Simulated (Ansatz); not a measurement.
Zone-centre phonons of In₂O: input and output

Level of theory: DFT LDA, scalar-relativistic, plane waves, PAW (Ansatz).

Launched with:
```bash
ansatz run input.yaml --threads 2 --pin off --max-ram 7168MiB --backend cpu --events-out ev --progress --plain --runs-dir out
```

Input (bare energies are in eV):
```yaml
crystal:
  lattice:
    - [3.3082231474, 0.0, 0.0]
    - [-1.6541115737, 2.865005287, 0.0]
    - [0.0, 0.0, 12.3299693048]
  atoms:
    - { symbol: In, position: [0.0, 0.0, 0.3829938136] }
    - { symbol: In, position: [0.0, 0.0, 0.6170061864] }
    - { symbol: In, position: [0.6666666667, 0.3333333333, 0.1141025479] }
    - { symbol: In, position: [0.3333333333, 0.6666666667, 0.8858974521] }
    - { symbol: O, position: [0.6666666667, 0.3333333333, 0.30245341] }
    - { symbol: O, position: [0.3333333333, 0.6666666667, 0.69754659] }
basis:
  ecutwfc: 420
kpoints:
  mp_grid: { grid: [12, 12, 4] }
hamiltonian:
  xc: lda
scf:
  occupations: { method: fermi_dirac, width: 0.15 }
output:
  eigenvalues: true
phonons:
  method: dfpt
  eigenvectors: true
```

Results section of the output:
```
--- Phonons (Γ-DFPT): 6 representative perturbations + reference, on 164 of 576 k-points (Σ response iterations 19) ---
  k mesh reduced under 2 symmetry operations, with k and −k counted as one. Each operation leaves every solved perturbation unchanged. A smaller set is not used because it would not reduce the number of displacements ...
  ASR residual: 3.749e-4 → 0.000e0 eV/Å²; symmetrization residual: 6.335e-5 eV/Å²
  ASR residual per site (eV/Å²): 6.84e-5 6.84e-5 5.35e-5 5.35e-5 3.75e-4 3.75e-4
  Γ frequencies (cm⁻¹): 0.00 0.00 0.00 24.85 24.85 39.84 39.84 47.93 47.93 89.13 118.96 142.97 337.32 347.75 362.55 362.55 365.12 365.12
  non-analytic LO–TO correction: not included (Born effective charges unavailable; polar crystals: no LO–TO splitting at Γ)
```

The run took 4.4 min on 2 threads of Arm Neoverse V2, with other jobs on the host, peak memory 2.7 GiB.

The cell was built by swapping an element in a database structure (itself possibly hypothetical) and relaxing; it need not be the stable form of this composition. In a metal, frequencies and elastic constants depend on the k mesh and the smearing, soft modes and shear constants most. A semilocal functional can close a gap that the real compound has.